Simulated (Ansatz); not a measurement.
Al$_{2}$O$_{3}$:
```
Al2O3
1.0
    2.40093     1.38618     4.46845
   -2.40093     1.38618     4.46845
    0.00000    -2.77236     4.46845
Al O
4 6
Direct
  0.00000   0.00000   0.00000
  0.50000   0.50000   0.50000
  0.30674   0.30674   0.30674
  0.69326   0.69326   0.69326
  0.27941   0.89232   0.60373
  0.72059   0.10768   0.39627
  0.89232   0.60373   0.27941
  0.10768   0.39627   0.72059
  0.60373   0.27941   0.89232
  0.39627   0.72059   0.10768
```

Tensor components refer to the Cartesian frame of this cell.

### Question
Give the high-frequency dielectric tensor and the Born effective charge tensors of the independent atoms from DFPT, r²SCAN (plane waves, PAW; program Ansatz).

### Answer

ε∞:
```
3.01  0.00  0.00
0.00  3.01  0.00
0.00  0.00  2.88
```
Z* of atom 1 (Al), rows: field, columns: displacement, in e:
```
 3.15   0.07   0.00
-0.07   3.15   0.00
 0.00   0.00   2.35
```
Z* of atom 2 (Al), rows: field, columns: displacement, in e:
```
 2.79   0.02   0.00
-0.02   2.79   0.00
 0.00   0.00   3.65
```
Z* of atom 3 (Al), rows: field, columns: displacement, in e:
```
 2.97  -0.04   0.00
 0.04   2.97   0.00
 0.00   0.00   2.41
```
Z* of atom 5 (O), rows: field, columns: displacement, in e:
```
-2.11   0.02   0.21
 0.03  -1.85   0.06
 0.26   0.01  -1.80
```

Static charges for comparison (Bader): Al1 +2.59, Al2 +2.60, Al3 +2.58, O5 -1.72 e. Born charges measure polarisation by displacement and can exceed these by far.

Space group R-3. The first step of the workflow began from a Materials Project structure, measured or hypothetical; the Crystallography Open Database copy checked does not list it. It is not the phase usual at ambient conditions (space group No. 167). Symmetry was held in the r²SCAN relaxation; whether a distortion lowers the energy is not shown.

Potentials: the later of the program's two PAW sets.
